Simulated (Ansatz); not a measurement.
AlBRu:
```yaml
crystal:
  lattice:
    - [1.44810, -6.80043, 0.00000]
    - [1.44810, 6.80043, 0.00000]
    - [0.00000, 0.00000, 3.41086]
  atoms:
    - { symbol: Al, position: [0.69641, 0.30359, 0.75000] }
    - { symbol: Al, position: [0.30359, 0.69641, 0.25000] }
    - { symbol: B, position: [0.46975, 0.53025, 0.25000] }
    - { symbol: B, position: [0.53025, 0.46975, 0.75000] }
    - { symbol: Ru, position: [0.09430, 0.90570, 0.25000] }
    - { symbol: Ru, position: [0.90570, 0.09430, 0.75000] }
```

Relaxed with PBE.

### Question
Which orbitals make up the states near the Fermi level in DFT-PBE in the program Ansatz with PAW potentials?

### Answer
Within 0.5 eV of the Fermi level: Ru 4d 65 %, B 2p 15 %, Al 3p 13 %. Projections are on Löwdin-orthogonalised atomic valence shells; empty p or d shells of many metals are not among them.

### Question
Tabulate the density of states.

### Answer
States/eV per cell of 6 atoms, in 0.25 eV bins, energy from the Fermi level.

| E (eV) | total | Ru 4d | B 2p | Al 3p |
|---|---|---|---|---|
| -7.85 | 1.37 | 0.36 | 0.34 | 0.32 |
| -7.60 | 1.52 | 0.40 | 0.43 | 0.31 |
| -7.35 | 1.73 | 0.46 | 0.57 | 0.31 |
| -7.10 | 1.35 | 0.38 | 0.44 | 0.23 |
| -6.85 | 1.92 | 0.62 | 0.67 | 0.28 |
| -6.60 | 2.61 | 0.92 | 1.09 | 0.22 |
| -6.35 | 2.38 | 0.84 | 0.99 | 0.24 |
| -6.10 | 3.13 | 1.11 | 1.25 | 0.38 |
| -5.85 | 2.88 | 1.13 | 0.96 | 0.49 |
| -5.60 | 2.94 | 1.36 | 0.83 | 0.50 |
| -5.35 | 2.29 | 1.13 | 0.59 | 0.40 |
| -5.10 | 2.61 | 1.40 | 0.64 | 0.41 |
| -4.85 | 5.11 | 2.98 | 1.11 | 0.80 |
| -4.60 | 4.54 | 2.62 | 0.82 | 0.95 |
| -4.35 | 3.71 | 2.27 | 0.51 | 0.81 |
| -4.10 | 2.26 | 1.50 | 0.23 | 0.44 |
| -3.85 | 2.92 | 2.08 | 0.42 | 0.30 |
| -3.60 | 3.42 | 2.42 | 0.41 | 0.42 |
| -3.35 | 4.49 | 3.10 | 0.41 | 0.73 |
| -3.10 | 5.24 | 3.84 | 0.37 | 0.77 |
| -2.85 | 4.33 | 3.23 | 0.26 | 0.64 |
| -2.60 | 4.65 | 3.13 | 0.27 | 0.91 |
| -2.35 | 5.34 | 3.40 | 0.45 | 1.01 |
| -2.10 | 1.72 | 1.37 | 0.13 | 0.15 |
| -1.85 | 2.28 | 1.97 | 0.11 | 0.16 |
| -1.60 | 2.60 | 2.26 | 0.13 | 0.16 |
| -1.35 | 2.50 | 2.07 | 0.17 | 0.18 |
| -1.10 | 2.18 | 1.69 | 0.20 | 0.20 |
| -0.85 | 2.08 | 1.56 | 0.22 | 0.18 |
| -0.60 | 2.33 | 1.72 | 0.26 | 0.19 |
| -0.35 | 1.55 | 1.05 | 0.25 | 0.17 |
| -0.10 | 2.70 | 1.74 | 0.38 | 0.38 |
| 0.15 | 2.69 | 1.73 | 0.39 | 0.35 |
| 0.40 | 2.53 | 1.58 | 0.44 | 0.31 |
| 0.65 | 3.17 | 1.95 | 0.46 | 0.38 |
| 0.90 | 2.12 | 1.09 | 0.39 | 0.32 |
| 1.15 | 3.21 | 1.47 | 0.77 | 0.38 |
| 1.40 | 1.42 | 0.57 | 0.27 | 0.23 |
| 1.65 | 1.91 | 0.63 | 0.34 | 0.34 |
| 1.90 | 3.51 | 1.06 | 0.67 | 0.59 |
| 2.15 | 2.99 | 0.79 | 0.62 | 0.56 |
| 2.40 | 2.94 | 0.81 | 0.66 | 0.48 |
| 2.65 | 3.22 | 0.90 | 0.80 | 0.47 |
| 2.90 | 3.19 | 0.89 | 0.77 | 0.45 |
| 3.15 | 2.69 | 0.71 | 0.65 | 0.47 |
| 3.40 | 1.98 | 0.41 | 0.45 | 0.41 |
| 3.65 | 1.69 | 0.30 | 0.33 | 0.37 |
| 3.90 | 1.86 | 0.31 | 0.40 | 0.39 |
| 4.15 | 2.09 | 0.32 | 0.47 | 0.42 |
| 4.40 | 2.66 | 0.37 | 0.60 | 0.50 |
| 4.65 | 3.13 | 0.43 | 0.78 | 0.54 |

Space group Cmcm. The start of the workflow was typed in or built on a structure type; neither database checked (COD, Materials Project) lists it. Whether it is the stable phase at ambient conditions was not checked. The PBE relaxation kept the symmetry of its start; its stability against distortions is not shown here. The run is not spin-polarised. Spin–orbit coupling is left out wherever it is not named.

Potentials: the later of the program's two PAW sets.
